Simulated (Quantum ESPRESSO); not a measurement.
# Computed records: Si2PCN3 (made-up cell, one site empty)

Computed with Quantum ESPRESSO 7.5. Calculation on a made-up crystal cell, not a measurement, with one named mistake planted (healthy values lack it): periodic Kohn-Sham density functional theory in plane waves with PseudoDojo standard norm-conserving scalar-relativistic pseudopotentials, each functional with its own files (v0.5 for PBE, v0.4.1 for LDA and PBEsol), no spin polarisation, no spin-orbit coupling, atoms not relaxed, stress positive in tension, energies less a fixed whole-eV offset for each atom's element; levels are Kohn-Sham levels at fractions of this cell's reciprocal vectors, counted from the reference band (half the neutral cell's valence electrons, rounded up) at Gamma; error bars cover cutoff and k-mesh only, not smearing or the files; each bar is the largest change over components, and at least 0.002 eV, 0.002 eV per angstrom or 0.02 GPa; a charged cell sits in a uniform background, with energy and stress on this program's zero of potential; energies are for the whole cell, and the offsets were chosen from early runs and are not element reference energies; a distance is the largest change of any value in units of its error bar, a scale change is of lengths, and a coarse mesh keeps the half-step shift.

Settings shared by all entries: lattice type zincblende/diamond; empty site 3; intended functional pbe; intended cutoff 1143 eV; intended fermi dirac smearing 0.025 eV; intended scf tolerance 1e-07 eV; intended electrons removed 0; healthy free energy less offsets 0.731 eV; healthy scf iterations 12; healthy smearing term minus ts 0 eV; healthy pressure 5.43 GPa; healthy stress xx -2.2 GPa; healthy stress yy -9.43 GPa; healthy stress zz -4.67 GPa; healthy stress yz -9.08 GPa; healthy stress xz 15.92 GPa; healthy stress xy 9.66 GPa; healthy reference band 16; intended k mesh 4 x 4 x 4, shifted by half a step; structure shown as intended, without the mistake.

(1) Si2PCN3 (made-up cell, one site empty)

Intended structure:
```
CELL_PARAMETERS angstrom
4.07780 0.02980 0.01880
0.02980 4.06980 -0.03950
0.01880 -0.03950 4.21280
ATOMIC_POSITIONS crystal
Si 0.01169 0.98930 0.00775
Si 0.00047 0.47461 0.47003
P 0.49418 0.47726 0.97891
C 0.27363 0.27709 0.25204
N 0.25198 0.73524 0.75916
N 0.74306 0.26258 0.76185
N 0.75139 0.73749 0.21841
```

- fault kind: coarse kmesh
- fault k points along each vector: 2
- faulty free energy less offsets: 0.9651 eV
- faulty scf iterations: 12
- faulty smearing term minus ts: 0 eV
- faulty pressure: 5.761 GPa
- faulty stress xx: -2.764 GPa
- faulty stress yy: -9.559 GPa
- faulty stress zz: -4.961 GPa
- faulty stress yz: -8.852 GPa
- faulty stress xz: 15.21 GPa
- faulty stress xy: 9.667 GPa
- faulty reference band: 16
- other mistakes compared: 7
- distance from healthy: 116.9 error bars
- distance from nearest other mistake: 132.3 error bars
- healthy error bar energy: 0.002 eV
- healthy error bar stress: 0.02 GPa
- healthy error bar force: 0.004397 eV/Å
- healthy error bar next band up: 0.002 eV

Atoms:
```csv
atoms element,atom site,atom energy offset (eV)
Si,1,-115
Si,2,-115
P,4,-189
C,5,-163
N,6,-283
N,7,-283
N,8,-283
```

Healthy forces:
```csv
site,x (eV/Å),y (eV/Å),z (eV/Å)
1,-0.109,0.908,-0.265
2,-2.922,3.779,3.808
4,-0.097,2.97,1.855
5,1.552,-4.174,-3.6
6,-0.224,-1.239,-0.621
7,2.212,-1.139,-1.28
8,-0.411,-1.105,0.103
```

Healthy levels:
```csv
level k point,next band up (eV)
Gamma,1.149
"(1/2,1/2,1/2)",3.118
"(0.15,0,0)",1.465
"(0,0.15,0)",1.655
"(0,0,0.15)",1.505
```

Faulty forces:
```csv
site,x (eV/Å),y (eV/Å),z (eV/Å)
1,-0.1589,0.8185,-0.3155
2,-2.881,3.825,3.806
4,-0.05266,3.037,1.853
5,1.42,-3.946,-3.737
6,-0.2924,-1.434,-0.4258
7,2.223,-0.9933,-1.109
8,-0.258,-1.308,-0.07097
```

Faulty levels:
```csv
level k point,next band up (eV)
Gamma,1.137
"(1/2,1/2,1/2)",3.116
"(0.15,0,0)",1.451
"(0,0.15,0)",1.644
"(0,0,0.15)",1.493
```

(2) Si2PCN3 (made-up cell, one site empty)

Structure as in entry 1.

* fault kind: low cutoff
* fault cutoff: 682 eV
* faulty stress yz: ?
* faulty stress yy: ?
* faulty stress xx: ?

Atoms:
```csv
atoms element,atom site,atom energy offset (eV)
Si,1,-115
Si,2,-115
P,4,-189
C,5,-163
N,6,-283
N,7,-283
N,8,-283
```

Healthy forces:
```csv
site,x (eV/Å),y (eV/Å),z (eV/Å)
1,-0.109,0.908,-0.265
2,-2.922,3.779,3.808
4,-0.097,2.97,1.855
5,1.552,-4.174,-3.6
6,-0.224,-1.239,-0.621
7,2.212,-1.139,-1.28
8,-0.411,-1.105,0.103
```

Healthy levels:
```csv
level k point,next band up (eV)
Gamma,1.149
"(1/2,1/2,1/2)",3.118
"(0.15,0,0)",1.465
"(0,0.15,0)",1.655
"(0,0,0.15)",1.505
```

Q: Estimate the faulty stress yz of Si2PCN3 (made-up cell, one site empty) (entry 2).
A: -9.025 GPa

Q: Estimate the faulty stress yy of Si2PCN3 (made-up cell, one site empty) (entry 2).
A: 3.308 GPa

Q: Si2PCN3 (made-up cell, one site empty) (entry 2): faulty stress xx?
A: 10.49 GPa

Q: Give the table of faulty forces values for Si2PCN3 (made-up cell, one site empty) (entry 2).
A: 
Faulty forces:
```csv
site,x (eV/Å),y (eV/Å),z (eV/Å)
1,-0.1104,0.9129,-0.2659
2,-2.941,3.793,3.821
4,-0.09526,2.985,1.856
5,1.592,-4.179,-3.583
6,-0.2058,-1.261,-0.6317
7,2.189,-1.131,-1.284
8,-0.4284,-1.12,0.08776
```

Further results for Si2PCN3 (made-up cell, one site empty) (entry 2):

- faulty free energy less offsets: 1.892 eV
- faulty scf iterations: 12
- faulty smearing term minus ts: 0 eV
- faulty pressure: -7.253 GPa
- faulty stress zz: 7.96 GPa
- faulty stress xz: 15.83 GPa
- faulty stress xy: 9.75 GPa
- faulty reference band: 16
- other mistakes compared: 7
- distance from healthy: 636.8 error bars
- distance from nearest other mistake: 565.6 error bars
- healthy error bar energy: 0.002 eV
- healthy error bar stress: 0.02 GPa
- healthy error bar force: 0.004397 eV/Å
- healthy error bar next band up: 0.002 eV

Faulty levels:
```csv
level k point,next band up (eV)
Gamma,1.143
"(1/2,1/2,1/2)",3.102
"(0.15,0,0)",1.458
"(0,0.15,0)",1.649
"(0,0,0.15)",1.497
```
